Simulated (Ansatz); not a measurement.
## AlSn from its elements: all-electron against pseudopotential results

```xyz
2
Lattice="4.2122 0.0000 0.0000 -2.1061 3.6479 0.0000 0.0000 0.0000 3.1720" Properties=species:S:1:pos:R:3 pbc="T T T"
Al    0.0000    0.0000    0.0000
Sn    0.0000    2.4319    1.5860
```

The cell comes from a relaxation on PAW files under the same functional, begun from a database entry that needn't be the ground state.

Level of theory: DFT with PBEsol, scalar-relativistic, in Ansatz 0.2.0; a Γ-centred 11×11×12 k mesh, Fermi–Dirac smearing of 0.05 eV, no spin polarisation. LAPW: all electrons, basis error target 0.5 meV/atom; PAW: frozen-core files, cutoff 420 eV.

The elements are taken as Al fcc, Sn alpha-Sn, each relaxed on PAW files under the same functional and computed by the same method as the compound; zero-point and thermal terms are left out.

Spin–orbit coupling is left out, which matters for the heavy atoms. The PAW files were made under PBE.

Give the formation energy by each method, with the residual pressure at this cell and the LAPW gap.



```
method  ΔE(formation) (eV/atom)  P at this cell (GPa)  gap (eV)
  LAPW                    0.181                 -0.01      0.00
   PAW                    0.182                 -0.02         –
```

Give the LAPW value for one formula unit in kJ/mol.

0.181 eV/atom × 2 atoms × 96.485 kJ/(mol·eV) = 34.9 kJ/mol, at zero temperature and without zero-point motion.

How does the cell move when LAPW relaxes it further?

It takes no step: the LAPW pressure of -0.01 GPa and the forces already lie within the run's tolerances.
